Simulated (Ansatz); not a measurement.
SnPb4S5 in space group I4/mmm (No. 139; Pearson symbol tI20), r²SCAN in the plane-wave PAW code Ansatz. The conduction-band minimum lies at N, with 4 equivalent valleys. Second derivatives d²E/dk² of the lowest band at one valley (eV·Å²), along Cartesian directions:

| direction | d²E/dk² |
|---|---|
| [100] | 56.64 |
| [010] | 43.28 |
| [001] | 53.12 |
| [110] | 49.93 |
| [101] | 65.47 |
| [011] | 48.22 |

### Question
Find the principal effective masses, the density-of-states mass and the conductivity mass.

### Answer
Off-diagonal terms follow from H_xy = H[110] − (H_xx + H_yy)/2, and m*/mₑ = 7.620 eV·Å² over each eigenvalue: 0.12, 0.17, 0.18. One valley's DOS mass (m₁m₂m₃)^(1/3) = 0.15, conductivity mass 3/(Σ 1/mᵢ) = 0.15 mₑ.

### Question
What effective density of states Nc follows at 300 K for parabolic valleys?

### Answer
Nc = 2.509e19 × 4 × (0.15)^(3/2) ≈ 5.8e18 cm⁻³.

The first step of the workflow began from a Materials Project structure, measured or hypothetical; the Crystallography Open Database copy checked does not list it. Its standing as an ambient phase is unchecked. Symmetry was held in the r²SCAN relaxation; whether a distortion lowers the energy is not shown. Scalar-relativistic: spin–orbit coupling is off unless named, which matters more the heavier the elements.

Potentials: the later of the program's two PAW sets.

Edges and masses are those of Kohn–Sham bands, whose gap is no quasiparticle gap.
